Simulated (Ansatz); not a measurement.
## Ti$_{2}$O: enthalpy against pressure

Ti$_{2}$O, P-3m1, a = 2.953 Å, c = 4.724 Å. The structure is a COD entry; whether it is the stable form wasn't checked. Ansatz: PBEsol, PAW, 420 eV, Γ-centred 18×18×10 mesh on 3 atoms, Gaussian smearing 0.10 eV; no spin polarisation. Cell and atoms are relaxed at each pressure, and no other structure is tried, so the rows at high pressure may lie past a change of phase. y is the enthalpy over the state at zero pressure; there V0 = 11.892 Å³/atom. The pressures are the targets, met within 0.06 GPa.

| P (GPa) | y (eV/atom) |
| --- | --- |
| -3.0 | -0.2244 |
| 0.0 | 0.0000 |
| 3.0 | 0.2210 |
| 8.0 | ? |
| 15.0 | 1.0755 |
| 30.0 | 2.0897 |
| 60.0 | 3.9847 |

**Question.** Fit y = c1 P + c2 P² + c3 P³ to the other rows, say what c1 and c2 mean, and predict the missing value.

**Answer.** Least squares on the rows shown. y = 0.074108 P − 0.00016885 P² + 6.7637×10⁻⁷ P³. Since dH/dP = V, c1 is V0: 0.074108 eV/GPa × 160.2 = 11.872 Å³ against 11.892; c2 = −V0/(2B0) gives B0 = 219 GPa, where a Birch–Murnaghan fit to the volumes of the same runs (not shown) gives 197 GPa: a cubic over this range folds the higher terms into c2. At P = 8.0 the fit asked for gives 0.5824 eV/atom. The run gave 0.5824 eV/atom, the same to the digits shown.

Spin polarisation was left out, and a magnetic state may lie lower.